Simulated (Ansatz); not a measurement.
Hf under compression and expansion

```yaml
crystal:
  lattice:
    - [-1.80500, 1.80500, 1.80500]
    - [1.80500, -1.80500, 1.80500]
    - [1.80500, 1.80500, -1.80500]
  atoms:
    - { symbol: Hf, position: [0.00000, 0.00000, 0.00000] }
```

The geometry is COD entry 1522789, unchecked; take it as a test cell.

Spin–orbit coupling is left out, though it moves levels of the heavy atoms by tenths of an eV or more.

Methods: DFT, PBEsol, all-electron LAPW, scalar-relativistic (Ansatz 0.2.0); DFT, PBEsol, PAW with Ansatz's default frozen-core files, scalar-relativistic (Ansatz 0.2.0).

For LAPW: a Γ-centred 16×16×16 k mesh, Fermi–Dirac smearing of 0.08 eV, basis error target 1 meV/atom, no spin polarisation. PAW takes a cutoff of 420 eV at this cell (files made with PBE, cores remade for this functional). The Ansatz runs share mesh, smearing and spin set-up. Plane-wave (PAW) pressures include the program's estimate of the Pulay term.

The cell above is scaled evenly, with fractional coordinates and shape held.

```
V/V(cell)  V (Å³/atom)  P, LAPW (GPa)  P, PAW (GPa)  free energy over the lowest listed, PAW (meV/atom)
   0.9400       22.112          -3.72         -3.75                                                 0.0
   0.9600       22.582          -5.61         -5.63                                                13.8
   0.9800       23.052          -7.33         -7.35                                                32.9
   0.9900       23.288          -8.13         -8.14                                                44.3
   1.0000       23.523          -8.89         -8.91                                                56.8
   1.0100       23.758          -9.62         -9.63                                                70.4
   1.0200       23.993         -10.31        -10.33                                                85.1
   1.0400       24.464         -11.61        -11.62                                               117.3
   1.0600       24.934         -12.78        -12.80                                               153.2
```
